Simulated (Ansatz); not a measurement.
This run works on a generated trial structure, not on a known crystal.

Input and command of a plane-wave DFT calculation in Ansatz:

```yaml
crystal:
  lattice:
    - [4.10771702, 0.0, 0.0]
    - [-0.24983617, 5.41910664, 0.0]
    - [-0.74573074, -2.54944611, 5.10063235]
  atoms:
    - { symbol: Sc, position: [0.5, 0.5, 0.0] }
    - { symbol: In, position: [0.5, 0.0, 0.0] }
    - { symbol: Te, position: [0.5, 0.0, 0.5] }
    - { symbol: Se, position: [0.0, 0.5, 0.0] }
basis:
  ecutwfc: 420
kpoints:
  mp_grid: { grid: [4, 3, 3] }
hamiltonian:
  xc: pbe
scf:
  occupations: { method: gaussian, width: 0.15 }
  lower_state_search: "off"
output:
  forces: true
  stress: true
  eigenvalues: true
relax:
  adjacent_minimum: "off"
  f_tol: 0.08
  max_steps: 16
  cell: { stress_tol: 0.8 }
```

```bash
ansatz run input.yaml --threads 1 --pin off --max-ram 2560MiB --backend cpu --events-out ev --progress --plain --runs-dir out
```

Processor: Intel(R) Xeon(R) Processor @ 2.70GHz, 1 thread, on a host shared with other jobs.

Problem. Estimate time, memory and problem size.

Solution. About 61 s, peak memory 0.54 GiB. It solves 34 bands at 19 k points (after reduction by symmetry) with about 3139 plane waves (on the last cell), in 71 SCF iterations over 10 ionic steps.
